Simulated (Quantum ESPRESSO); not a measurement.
RbBr (CsCl type, space group Pm-3m, No. 221) has an indirect gap of 4.04 eV with PBEsol (pw.x of Quantum ESPRESSO, ONCV potentials, without SOC). After an isotropic strain (on all lattice vectors, atoms relaxed) the gap is indirect, 4.20 eV.

**Question.** Which strain was applied?
A. -3 %
B. +2 %
C. -1.5 %
D. +1 %
E. -0.7 %

**Answer.** C, -1.5 %. Gaps found: -3 %: 4.38 eV (indirect); -1.5 %: 4.20 eV (indirect); -0.7 %: 4.11 eV (indirect); 0 %: 4.04 eV (indirect); 1 %: 3.94 eV (indirect); 2 %: 3.84 eV (indirect).

This is not the ordinary phase of the substance; no match was found in the copy of COD used, and its stability was not checked.
